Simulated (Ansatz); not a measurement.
MoIr in space group Pmma (No. 51; Mo on 2e, Ir on 2f), LDA (plane waves, PAW; program Ansatz), all energies at zero smearing, with the estimated change up to a 700 eV cutoff added, with one set of potentials and settings (totals compare only within such a set). Cell of 4 atoms (2 Mo, 2 Ir): -33013.923 eV.

| element | reference phase | E (eV/atom) |
|---|---|---|
| Mo | Im-3m, 1 atoms in the cell | -4842.8590 |
| Ir | Fm-3m, 1 atoms in the cell | -11663.3971 |

Formation energy per atom, worked out: (-33013.923 − 2×(-4842.8590) − 2×(-11663.3971))/4 = -0.353 eV/atom (-34 kJ per mol of atoms), at 0 K, without zero-point energy or fitted corrections.

The first step of the workflow began from a Materials Project structure, measured or hypothetical; the Crystallography Open Database files this formula in space group No. 51, but the cells were not matched. Whether it is the stable phase at ambient conditions was not checked. The cell was relaxed with LDA under the symmetry of its start; of distortions, only those at the zone centre were tested. No spin polarisation was allowed. The references are the lowest solids computed at this level, not always the standard phases. Scalar-relativistic: spin–orbit coupling is off unless named, which matters more the heavier the elements.

Potentials: the later of the program's two PAW sets.
